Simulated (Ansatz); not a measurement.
Sn:
```yaml
crystal:
  lattice:
    - [0.00000, 3.32799, 3.32799]
    - [3.32799, 0.00000, 3.32799]
    - [3.32799, 3.32799, 0.00000]
  atoms:
    - { symbol: Sn, position: [0.25000, 0.25000, 0.25000] }
    - { symbol: Sn, position: [0.00000, 0.00000, 0.00000] }
```

Relaxed with PBE. Special points in fractions of this cell's reciprocal vectors: Γ (0.000, 0.000, 0.000); X (0.500, 0.000, 0.500); U (0.625, 0.250, 0.625); K (0.375, 0.375, 0.750); L (0.500, 0.500, 0.500); W (0.500, 0.250, 0.750).

Problem. List the band energies nearest the Fermi level at these points for plane-wave PAW PBE (Ansatz code).

Solution. In eV from the Fermi level; about four levels below and three above (degenerate sets whole), none deeper than 8.9 eV; points with the same levels are listed once.

```csv
k,below,above
Γ,-1.11,0.12 0.12 0.12
X,-7.23 -7.23 -2.19 -2.19,0.94 0.94 7.28 7.28
U,-7.62 -6.78 -3.00 -1.86,1.17 3.28 5.48
L,-6.00 -0.97 -0.97 -0.11,3.23 3.23 5.72
W,-7.19 -7.19 -2.70 -2.70,3.24 3.24 4.04 4.04
```

Space group Fd-3m (diamond). This is a known low-temperature phase of the composition, computed here at zero pressure and temperature. The PBE relaxation kept the symmetry of its start; phonons on a q-mesh show no instability. The volume moved by 30 % from the start of the relaxation. Scalar-relativistic: spin–orbit coupling is off unless named, which matters more the heavier the elements.

Potentials: the later of the program's two PAW sets.
